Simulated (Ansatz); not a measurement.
ReBi in the zincblende structure

Computed with Ansatz (plane waves, PAW, 420 eV cutoff): PBEsol, scalar-relativistic, no spin polarisation, 10×10×10 k-mesh, Gaussian smearing of 0.05 eV; PAW files: Ansatz's generated set soft_2.

```
Re Bi
1.0
     0.00000    3.06772    3.06772
     3.06772    0.00000    3.06772
     3.06772    3.06772    0.00000
Re Bi
1 1
Direct
  0.00000 0.00000 0.00000
  0.25000 0.25000 0.25000
```

The structure was built from a prototype; whether the compound forms in it isn't claimed.

Path: Γ–X–U | K–Γ–L–W–X, with Γ = (0.000, 0.000, 0.000), X = (-0.500, -0.500, 0.000), U = (-0.375, -0.375, 0.250), K = (-0.375, 0.000, 0.375), L = (0.000, 0.000, 0.500), W = (-0.500, -0.250, 0.250) in reciprocal vectors of the calculation's cell.

Is it a metal or an insulator, and if it has a gap, where are the band edges on this path?

A metal: bands cross the Fermi level.

Bands as a text map, energy in eV from the Fermi level (dashes), each leg drawn with the same width:
```
  5.57 | **  **            *     *                      
  5.14 |   **               **    *       *             
  4.71 |                   ***   * *     *              
  4.29 |  *                       * *****               
  3.86 |                  *        **                   
  3.43 |   *                *        ****               
  3.00 |  *              *               **             
  2.57 |** **              ********        *            
  2.14 |                *                 * *****       
  1.71 |    **       ***  **       *       *     ***    
  1.29 |      *   ****   *                  *       **  
  0.86 |     * *****  *****         *        ***********
  0.43 |      *      ****            *      *           
  0.00 |*****************-********--********************
 -0.43 | ***             *****    **      **            
 -0.86 |    *************                   ************
 -1.29 |       **                             **********
 -1.71 |     **  ********                   **      **  
 -2.14 |   **       **   ***         *******       *    
 -2.57 |***           **  ***********    **       *     
 -3.00 |  *             **   *   **        *******      
 -3.43 |   *             * **      *         ****       
 -3.86 |    *         *** *         **   ****    **     
 -4.29 |     *********                ***          *****
 -4.71 |                                                
 -5.14 |                                                
 -5.57 |                                                
 -6.00 |                                                
        Γ      X      UK       Γ       L       W       X
```

These numbers lack spin–orbit coupling.
